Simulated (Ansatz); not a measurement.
PRu (CsCl type, Pm-3m) at seven volumes, PBEsol in the plane-wave PAW code Ansatz, scaled uniformly. One row is withheld.

```json
[
 {"V (Å³/atom)": "11.274", "P (GPa)": "31.59"},
 {"V (Å³/atom)": "11.646", "P (GPa)": "19.19"},
 {"V (Å³/atom)": "12.018", "P (GPa)": "8.76"},
 {"V (Å³/atom)": "12.390", "P (GPa)": "0.00"},
 {"V (Å³/atom)": "12.761", "P (GPa)": "-7.22"},
 {"V (Å³/atom)": "13.133", "P (GPa)": "-13.29"},
 {"V (Å³/atom)": "13.505", "P (GPa)": "?"}
]
```

Problem. Fit the shown pressures and predict the withheld one.

Solution. Third-order Birch–Murnaghan: P = (3/2)B₀(x^(7/2) − x^(5/2))[1 + (3/4)(B′ − 4)(x − 1)] with x = (V₀/V)^(2/3). Least squares on the six rows gives V₀ = 12.392 Å³/atom, B₀ = 264.5 GPa, B′ = 4.94. At V = 13.505, x = 0.9443 and P = -18.40 GPa. The run itself gave -18.39 GPa.

A made-up cell: these elements were put on the sites of a structure type; neither database checked (COD, Materials Project) lists it. Whether it is the stable phase at ambient conditions was not checked. Symmetry was held in the PBEsol relaxation; whether a distortion lowers the energy is not shown. No spin polarisation was allowed.

Potentials: the earlier of the program's two PAW sets. The files were generated under PBE; for other functionals the program regenerates the frozen cores, and for LDA and PBEsol the local potential too.
